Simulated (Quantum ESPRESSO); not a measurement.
# Moving one atom in Al3ZnN3O

The results below are calculated, not measured. They come from pw.x of Quantum ESPRESSO 7.5, a plane-wave density functional program, with PseudoDojo standard norm-conserving files (v0.5 for PBE, v0.4.1 for LDA and PBEsol). The cells are made up: elements, strain and atom displacements were drawn at random, and nothing was relaxed. There is no spin polarisation, spin-orbit coupling or dispersion term.

The cell has 8 sites of a wurtzite lattice (rectangular cell). Sites 1 to 4 hold Al Al Al Zn; sites 5 to 8 hold N N N O. Cell vectors in Å: (3.102, 0.000, 0.000); (0.000, 5.373, 0.000); (0.000, 0.000, 5.066). Settings: PBE, cutoff 1143 eV, 8 x 6 x 6 k mesh shifted by half a step, Fermi-Dirac smearing of 0.1 eV.

Each run shifts the N atom on site 6 along y and leaves all else fixed. Site 3 is one of its nearest neighbours. E is the free energy of the cell above the lowest run shown.

```
run,shift (Å),Fy on site 6 (eV/Å),Fy on site 3 (eV/Å),P (GPa),E (meV)
1,-0.1243,-1.215,1.674,12.44,0.0
2,-0.1080,-1.527,1.800,12.50,22.4
3,-0.0237,-2.891,2.250,13.06,211.4
4,-0.0022,-3.178,2.319,13.26,276.6
5,0.0444,-3.727,2.418,13.78,437.9
7,0.1334,-4.521,2.454,14.99,807.3
6,0.0711,?,?,?,?
```

A rerun of one of these cells at 1437 eV and k mesh 10 x 8 x 8 moved values by no more than 0.003 eV in the cell's energy, 0.02 GPa in stress and 0.003 eV/Å in force.

## Worked fit

A parabola through the six runs shown gives Fy on site 6 = -3.206 - 13.01 u + 23.8 u² eV/Å, with u in Å and a scatter of 0.009 eV/Å. Minus the slope, 13.01 ± 0.27 eV/Å², is this atom's force constant along y at u = 0, with its periodic images moving too. The fitted force does not vanish within the range. The error is the larger of the fit's own and the change that a cubic makes, rounded up.

## Withheld run

Question: what Fy on site 6 should run 6 give?

The fit gives -4.011 eV/Å. The calculation gave -3.999 eV/Å.

```
run,shift (Å),Fy on site 6 (eV/Å),Fy on site 3 (eV/Å),P (GPa),E (meV)
6,0.0711,-3.999,2.448,14.12,541.1
```